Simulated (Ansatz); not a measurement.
**Al (Fm-3m): phonons**

Level of theory: PBEsol, all-electron LAPW in Ansatz 0.2.0, scalar-relativistic.

Cell and atoms were relaxed beforehand by PAW with this functional.

Command line:

```sh
ansatz run input.yaml --threads 2 --pin off --max-ram 10240MiB --backend cpu --events-out ev --progress --plain --runs-dir out
```

input.yaml:

```yaml
crystal:
  lattice:
    - [0.0, 2.00743567756, 2.00743567756]
    - [2.00743567756, 0.0, 2.00743567756]
    - [2.00743567756, 2.00743567756, 0.0]
  atoms:
    - { symbol: Al, position: [0.0, 0.0, 0.0] }
kpoints:
  mp_grid: { grid: [20, 20, 20] }
scf:
  occupations: { method: fermi_dirac, width: 0.05 }
hamiltonian:
  xc: pbesol
  pseudopotentials: { kind: all_electron, lapw: { basis_error: 0.0005 } }
phonons:
  qmesh: [4, 4, 4]
  qpath:
    path:
      - [0.0, 0.0, 0.0]
      - [0.5, 0.0, 0.5]
      - [0.625, 0.25, 0.625]
      - [0.375, 0.375, 0.75]
      - [0.0, 0.0, 0.0]
      - [0.5, 0.5, 0.5]
      - [0.5, 0.25, 0.75]
      - [0.5, 0.0, 0.5]
    npoints: 6
  temperatures: { t_min: 0, t_max: 1000, t_step: 100 }
```

Output (shortened where marked):

```
Warning: RAYON_NUM_THREADS=2 ignored (pool sized by the plan → 2); use --threads N
LAPW: plane waves up to 6.578 Å⁻¹, error target 5.0e-4 eV per atom; small_component_spin mean_spin; Al in spheres of 1.377 Å, 11 of its electrons in bands, Dirac shells [] (how accurate: ...
Engine: ansatz 0.2.0, x86_64-unknown-linux-gnu
Pseudopotentials: kind: all_electron
Pseudopotential: Al, LAPW, valence charge 11, lapw/all_electron/scalar/gaussian/Al, Koelling and Harmon's equation, gaussian nucleus
Functional definition: PBEsol
  exchange = pbesol_x
  correlation = pbesol_c
Crystal: 4 atoms, lattice volume = 64.716 Å³
Basis set: ecut = 164.86870250095572 eV, 295 PW (Γ), FFT grids on a1, a2, −a1+2a2+a3, exchange–correlation at level 2
Bands: 40, of which v1, the nominal top of the filled ones, is band 22 counted from 1 (21 counted from 0)
Symmetry: 16 space group operations
k-points: 531 of 2000
Non-local potential: Al, projectors of the file, none
Initial density: superposition of atomic densities (chi_scale 0.1, normalization cell)
Initial wavefunctions: plane waves of lowest kinetic energy (no species holds an atomic orbital)
Functional: x = pbesol(κ = 0.804, μ = 0.12345679012345678), c = pbesol(β = 0.046)
iter 1 solved again at ethr=1.35e-4 eV; its pass at ethr=1.00e-1 eV (dr2=5.95e-2 eV) is discarded
SCF iter   1: F=—  HF=-26378.429951 eV  |F-HF|=—  |Δ(HF+E_count)|=         —  Δρ=1.26e-2  dr2=5.98e-2  ethr=1.35e-4  ⟨swp⟩=3.1  Hψ=146762  notcnv=0
preconditioner: auto → Kerker (q_TF=auto, 2.558 Å⁻¹)  [metal: Δε(μ)=0.016 eV  Ē_g=13.391 eV  σ=0.050 eV  W_gap=0.08  n_scr=12 (ndim 8)  ℏωp=16.0 eV  f_vac=0.000  D(μ)=1.78/eV (n_scr^D=8)]
SCF iter   2: F=—  HF=-26378.342004 eV  |F-HF|=—  |Δ(HF+E_count)|=   8.79e-2  Δρ=7.65e-3  dr2=2.49e-2  ethr=1.35e-4  ⟨swp⟩=2.0  Hψ=55737  notcnv=0
SCF iter   3: F=—  HF=-26378.319212 eV  |F-HF|=—  |Δ(HF+E_count)|=   2.28e-2  Δρ=2.14e-3  dr2=2.64e-3  ethr=5.67e-5  ⟨swp⟩=2.0  Hψ=57149  notcnv=0  defer=3
SCF iter   4: F=—  HF=-26378.319205 eV  |F-HF|=—  |Δ(HF+E_count)|=   6.72e-6  Δρ=9.18e-4  dr2=5.27e-4  ethr=6.00e-6  ⟨swp⟩=2.0  Hψ=54403  notcnv=0
iter 5 solved again at ethr=1.49e-8 eV; its pass at ethr=1.20e-6 eV (dr2=6.57e-6 eV) is discarded
SCF iter   5: F=—  HF=-26378.319260 eV  |F-HF|=—  |Δ(HF+E_count)|=   5.49e-5  Δρ=1.09e-4  dr2=6.58e-6  ethr=1.49e-8  ⟨swp⟩=2.0  Hψ=91806  notcnv=0
SCF iter   6: F=—  HF=-26378.319260 eV  |F-HF|=—  |Δ(HF+E_count)|=   3.31e-7  Δρ=2.29e-5  dr2=3.63e-7  ethr=1.49e-8  ⟨swp⟩=2.0  Hψ=54401  notcnv=0  defer=1
SCF iter   7: F=—  HF=-26378.319260 eV  |F-HF|=—  |Δ(HF+E_count)|=   6.12e-8  Δρ=4.40e-6  dr2=1.01e-8  ethr=8.25e-10  ⟨swp⟩=2.0  Hψ=54399  notcnv=0
SCF iter   8: F=-26378.319260 eV  HF=-26378.319260 eV  |F-HF|=1.24e-10  |Δ(HF+E_count)|=   1.60e-9  Δρ=4.71e-7  dr2=8.22e-11  ethr=2.29e-11  ⟨swp⟩=2.0  Hψ=54399  notcnv=0
the search or the solves at the SCF's close seem to have found levels that the self-consistency loop had missed (the run counts 1). By its estimate they hold under 1e-12 electrons; where the run keeps them, the occupations were ...
SCF 1 converged in 8 iterations: F = -26378.319260 eV  dr2 = 8.22e-11
Symmetry: 2 space group operations
k-points: 531 of 2000 (time reversal used)
[... 148 lines left out ...]
SCF 13 converged in 6 iterations: F = -26378.319004 eV  dr2 = 4.50e-11
SCF converged after 8 iterations
Free energy (F): -26378.319260 eV
Harris-Foulkes:  -26378.319260 eV  (|F-HF|=1.24e-10)
Internal energy: -26378.304734 eV  (E = F + TS)
E sigma→0 (E₀):  -26378.311997 eV
Entropy (-TS):   -0.014526 eV (-3.632 meV/atom)
Fermi energy:    10.055948 eV
--- Per-component energies (eV) ---
  E_band       = -1990.458378
  E_kinetic    = 26425.951181
  E_xc         = -1975.546259
  E_electrostatic = -50828.709656  (all electrons and nuclei)
  E_smearing   = -0.014526  (= −TS)
  E_closure    = 0.000000  (closes the sum)
  Σ components = -26378.319260   (vs F -26378.319260, Δ=0.00e0)
  Basis errors (estimates in eV, not in F): energy 1.5e-4 per atom: plane waves 1.4e-4 (7.3e-5 summed), levels above the bands 1.2e-128, relativity 2.2e-9, radial functions 1.4e-5, core shells 1.3e-16; eigenvalues (radial ...
--- Forces (eV/Å), atoms counted from 1 ---
  atom   1  Al     0.00000000    -0.00000000     0.00000000
  atom   2  Al    -0.00000000     0.00000000     0.00000000
  atom   3  Al     0.00000000    -0.00000000     0.00000000
  atom   4  Al     0.00000000     0.00000000     0.00000000
  max |Σ_I F_I| component: 3.16e-28 eV/Å
--- Phonons: 8 displaced members + 5 references (amplitude of the first 0.01 Å, Σ member SCF iterations 51) ---
  ASR residual: 5.272e-5 → 0.000e0 eV/Å²; symmetrization residual: 5.695e-4 eV/Å²
  largest component of a force at the reference: 3.7e-28 eV/Å
  ASR residual per site (eV/Å²): 5.27e-5
  Γ frequencies (cm⁻¹): 0.00 0.00 0.00
--- Phonons (by wavevector): 8 wavevectors in 5 supercells ---
  supercell 1 (4 cells, vectors [1, 0, 0], [0, 2, -1], [0, -4, 4] in multiples of the cell's): 2 displaced members by 0.01 Å; free energy -26378.319260 eV; taken off its force constants: by the sum rule 1.5e-6, by the ...
  symmetry images taken by strict's conditions (phonons.symmetry_images: auto; settled by no image being taken that strict refuses)
  supercell 2 (4 cells, vectors [1, 0, 0], [-1, 1, 1], [0, 0, 4] in multiples of the cell's): 2 displaced members by 0.01 Å; free energy -26378.319260 eV; taken off its force constants: by the sum rule 1.3e-5, by the ...
  symmetry images taken by strict's conditions (phonons.symmetry_images: auto; settled by no image being taken that strict refuses)
  supercell 3 (4 cells, vectors [1, 0, 0], [0, 1, 0], [0, 0, 4] in multiples of the cell's): 1 displaced member by 0.01 Å; free energy -26378.319260 eV; taken off its force constants: by the sum rule 5.3e-5, by the symmetrisation ...
  symmetry images taken by strict's conditions (phonons.symmetry_images: auto; settled by no image being taken that strict refuses)
  supercell 4 (4 cells, vectors [1, 0, 0], [0, 1, -1], [0, 0, 4] in multiples of the cell's): 1 displaced member by 0.01 Å; free energy -26378.319260 eV; taken off its force constants: by the sum rule 3.7e-6, by the ...
  symmetry images taken by strict's conditions (phonons.symmetry_images: auto; settled by no image being taken that strict refuses)
  supercell 5 (4 cells, vectors [0, 1, -2], [-1, 1, 1], [0, 0, 4] in multiples of the cell's): 2 displaced members by 0.01 Å; free energy -26378.319260 eV; taken off its force constants: by the sum rule 1.2e-5, by the ...
  symmetry images taken by strict's conditions (phonons.symmetry_images: auto; settled by no image being taken that strict refuses)
  q = [0.0000, 0.0000, 0.0000] (star 1, supercell 1; hermiticity 0.00e0, symmetrization 0.00e0): 0.00 0.00 0.00
  q = [0.0000, 0.0000, 0.2500] (star 8, supercell 3; hermiticity 0.00e0, symmetrization 6.92e-16): 113.24 113.24 234.57
  q = [0.0000, 0.0000, -0.5000] (star 4, supercell 1; hermiticity 2.79e-16, symmetrization 1.58e-4): 142.42 142.42 329.58
  q = [0.0000, 0.2500, 0.2500] (star 6, supercell 4; hermiticity 9.63e-52, symmetrization 2.00e-16): 141.56 141.56 240.28
  q = [0.0000, 0.2500, -0.5000] (star 24, supercell 1; hermiticity 3.57e-16, symmetrization 1.79e-16): 177.11 223.74 297.56
  q = [0.0000, 0.2500, -0.2500] (star 12, supercell 2; hermiticity 8.71e-17, symmetrization 3.48e-16): 158.24 220.55 281.33
  q = [0.0000, -0.5000, -0.5000] (star 3, supercell 2; hermiticity 5.42e-16, symmetrization 4.90e-6): 199.35 199.35 328.98
  q = [0.2500, -0.5000, -0.2500] (star 6, supercell 5; hermiticity 1.30e-16, symmetrization 6.93e-16): 221.86 272.55 272.55
  joined force constants: q→R imaginary residual 0.00e0
  density of states and harmonic sums: on the 28×28×28 q-mesh, interpolated from the force constants of a 4×4×4 supercell (no non-analytic term)
  largest difference from the sums on the solved wave vectors: F 9.42e-3 eV, S 1.35e-5 and C_V 4.03e-6 eV/K
```

The run converged.

**Phonons on the q mesh**

Harmonic phonons of a crystal by Kohn-Sham DFT at the given cell, standard atomic masses, acoustic sum rule imposed; negative wavenumbers are unstable modes; one row a degenerate set, branches counted upwards.

| Property | Result |
| --- | --- |
| Unstable phonons | no |

```
       point  q a (r.l.u.)  q b (r.l.u.)  q c (r.l.u.)  branch  phonon wavenumber (cm⁻¹)  degeneracy
    0.25/0/0          0.25             0             0       1                     113.2           2
    0.25/0/0          0.25             0             0       3                     234.6           1
           L           0.5             0             0       1                     142.4           2
           L           0.5             0             0       3                     329.6           1
 0.25/0.25/0          0.25          0.25             0       1                     141.6           2
 0.25/0.25/0          0.25          0.25             0       3                     240.3           1
  0.5/0.25/0           0.5          0.25             0       1                     177.1           1
  0.5/0.25/0           0.5          0.25             0       2                     223.7           1
  0.5/0.25/0           0.5          0.25             0       3                     297.6           1
-0.25/0.25/0         -0.25          0.25             0       1                     158.2           1
-0.25/0.25/0         -0.25          0.25             0       2                     220.6           1
-0.25/0.25/0         -0.25          0.25             0       3                     281.3           1
           X           0.5           0.5             0       1                     199.4           2
           X           0.5           0.5             0       3                       329           1
           W         -0.25           0.5          0.25       1                     221.9           1
           W         -0.25           0.5          0.25       2                     272.6           2
```

Harmonic thermodynamics:

Sums over wave vectors interpolated from the q mesh.

```json
{
 "Zero point energy": "39.66 meV/atom"
}
```

```csv
temperature (K),phonon heat capacity (k_B/atom),phonon entropy (k_B/atom),phonon free energy (meV/atom)
100,1.488,0.7618,37.72
200,2.452,2.162,24.91
300,2.735,3.22,1.49
400,2.846,4.024,-29.86
500,2.9,4.665,-67.39
600,2.93,5.197,-110
700,2.948,5.65,-156.7
800,2.96,6.045,-207.2
900,2.969,6.394,-260.8
1000,2.974,6.707,-317.2
```

Limits of these numbers: responses of metals move with mesh and smearing.

Cost: 14 min on 2 threads of Intel(R) Xeon(R) Platinum 8488C (Sapphire Rapids), with other jobs on the host, peak memory 3 GiB.
